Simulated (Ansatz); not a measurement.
Y2N:
```xyz
3
Lattice="3.4942 0.0000 0.0000 0.0000 3.4942 0.0000 0.0000 0.0000 4.7769" Properties=species:S:1:pos:R:3 pbc="T T T"
Y      0.0000     0.0000     0.0000
Y      1.7471     1.7471     2.3884
N      1.7471     1.7471     0.0000
```

Relaxed with PBE+D3(BJ). Special points in fractions of this cell's reciprocal vectors: Γ (0.000, 0.000, 0.000); X (0.000, 0.500, 0.000); M (0.500, 0.500, 0.000); Z (0.000, 0.000, 0.500); R (0.000, 0.500, 0.500); A (0.500, 0.500, 0.500).

### Question
List the band energies nearest the Fermi level at these points for the program Ansatz at the PBE+D3(BJ) level (PAW).

### Answer
In eV from the Fermi level; about four levels below and three above (degenerate sets whole), none deeper than 8.9 eV; points with the same levels are listed once.

```csv
k,below,above
Γ,-2.12 -1.61 -1.61 -1.26,1.70 1.70 2.00
X,-3.33 -2.62 -0.68 -0.61,0.39 2.62 2.96
M,-2.16 -1.61 -1.15 -1.15,4.42 4.42 5.39
Z,-1.98 -1.98 -0.02 -0.01,1.24 3.05 3.05
R,-5.06 -4.56 -3.61 -0.88,0.71 0.81 1.46
A,-3.59 -3.03 -3.03 -0.97,0.18 0.18 2.94 2.94
```

Space group P4/mmm. The cell is a constructed one: a structure type filled with these elements; neither database checked (COD, Materials Project) lists it. Its standing as an ambient phase is unchecked. The PBE+D3(BJ) relaxation kept the symmetry of its start; whether a distortion lowers the energy is not shown. No spin polarisation was allowed. With an odd number of electrons in the cell and no spin polarisation, the count alone makes it a metal. Scalar-relativistic: spin–orbit coupling is off unless named, which matters more the heavier the elements.

Potentials: the earlier of the program's two PAW sets.
